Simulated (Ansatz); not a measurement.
This guess for BTe is about to be relaxed.

```
B Te
1.0
     0.00000    2.57711    2.57711
     2.57711    0.00000    2.57711
     2.57711    2.57711    0.00000
B Te
1 1
Direct
  0.00000 0.00000 0.00000
  0.50000 0.50000 0.50000
```

Method: Ansatz, DFT PBE, scalar-relativistic, plane waves, PAW. Cutoff 420 eV, Gaussian smearing, Γ-centred meshes. Cell and atoms relax on a converged mesh. In metals the finer mesh still leaves noise of several meV/atom or more. The steps can't lower the symmetry of their start. No spin polarisation.

A guess keeps its type if space group and coordination stay and the shape of the cell changes little (axis ratios within about 15 %, angles within 6°); the volume may change.

Task: Will the relaxed cell still be of the starting type?

Result: It keeps its type: symmetry leaves only the cell edge free. The symmetry stays Fm-3m (No. 225). The end has the rock salt type. The volume per atom shrinks by 3.5 %, from 17.1 to 16.5 Å³. The shortest distance goes from 2.58 Å (B–Te) to 2.55 Å (B–Te). Counting neighbours within 15 % of an atom's shortest distance, the start has B 6, Te 6 and the end B 6, Te 6.

The last run used an 18×18×18 mesh for its 2-atom cell and Gaussian smearing of 0.10 eV. These runs have no spin–orbit coupling, which can matter for Te. An odd number of electrons in the primitive cell allows no gap without spin; a larger cell or a magnetic state could open one. The cell is a metal run without spin; a magnetic state may lie lower. A structure relaxed within its symmetry needn't be a true minimum.
